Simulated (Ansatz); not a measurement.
Relaxed-ion elastic tensor of FeB$_{2}$ in space group P6/mmm (No. 191; B on 2d, Fe on 1a) in GPa (Voigt order), r²SCAN in the plane-wave PAW code Ansatz; density 5.28 g/cm³, 8.12 Å³ per atom.

```
 550   125  82.5   0.0   0.0   0.0
 125   550  82.5   0.0   0.0   0.0
82.5  82.5   295   0.0   0.0   0.0
 0.0   0.0   0.0  63.6   0.0   0.0
 0.0   0.0   0.0   0.0  63.6   0.0
 0.0   0.0   0.0   0.0   0.0   213
```

Problem. Is the crystal mechanically stable?

Solution. Yes: the smallest eigenvalue of C is 63.6 GPa.

Problem. Work out the Voigt, Reuss and Hill averages.

Solution. K_V = 219, K_R = 198, K_H = 209; G_V = 142, G_R = 104, G_H = 123 GPa.

Problem. Give Young's modulus, Poisson's ratio, Pugh's ratio and the universal anisotropy index.

Solution. E = 9KG/(3K + G) = 308 GPa; ν = 0.25; K/G = 1.70 (near the Pugh limit of 1.75, no verdict); A_U = 5G_V/G_R + K_V/K_R − 6 = 1.90.

Problem. Estimate the sound speeds and the Debye temperature.

Solution. v_l = √((K + 4G/3)/ρ) = 8400 m/s, v_t = √(G/ρ) = 4820 m/s, mean 5360 m/s; Θ = (h/k)(3n/4πV)^(1/3) v_m = 794 K.

Problem. Solve the Christoffel equation for the three sound speeds along x, y, z.

Solution. Eigenvalues of C_ijkl n_j n_l equal ρv². In km/s, slowest first: x 3.47, 6.34, 10.20; y 3.47, 6.34, 10.20; z 3.47, 3.47, 7.47.

Problem. How much does each axis shrink under pressure?

Solution. Linear compressibilities β_i = Σ_j S_ij (j = 1 to 3): x 1.1, y 1.1, z 2.8 per TPa.

The workflow started from an entry of the Crystallography Open Database (COD). Whether it is the stable phase at ambient conditions was not checked. The r²SCAN relaxation kept the symmetry of its start; its stability against distortions is not shown here. The final state is ferromagnetic, chosen from 5 collinear starts compared on coarse meshes (ties went to the first, and starts can fall back to one state), not a proven ground state. Other orbital occupations within this spin state were not tried. As this level gives no gap, shear constants depend on the k-mesh and smearing (Fermi–Dirac, 0.1 eV here).

Potentials: the later of the program's two PAW sets.
